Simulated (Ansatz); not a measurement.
TiAu (CsCl type, Pm-3m) at seven volumes, DFT-PBEsol in the program Ansatz with PAW potentials, scaled uniformly. One row is withheld.

```csv
V (Å³/atom),P (GPa)
15.157,18.85
15.657,?
16.157,5.25
16.656,0.00
17.156,-4.42
17.656,-8.13
18.155,-11.24
```

### Question
Fit the shown pressures and predict the withheld one.

### Answer
P = (3/2)B₀(x^(7/2) − x^(5/2))[1 + (3/4)(B′ − 4)(x − 1)] with x = (V₀/V)^(2/3). Least squares on the six rows gives V₀ = 16.657 Å³/atom, B₀ = 160 GPa, B′ = 4.71. At V = 15.657, x = 1.0421 and P = 11.46 GPa. The run itself gave 11.47 GPa.

The workflow started from an entry of the Crystallography Open Database (COD). Whether it is the stable phase at ambient conditions was not checked. The cell was relaxed with PBEsol under the symmetry of its start. At this level the phase is mechanically unstable. The run is not spin-polarised. Spin–orbit coupling is left out wherever it is not named.

Potentials: the later of the program's two PAW sets.
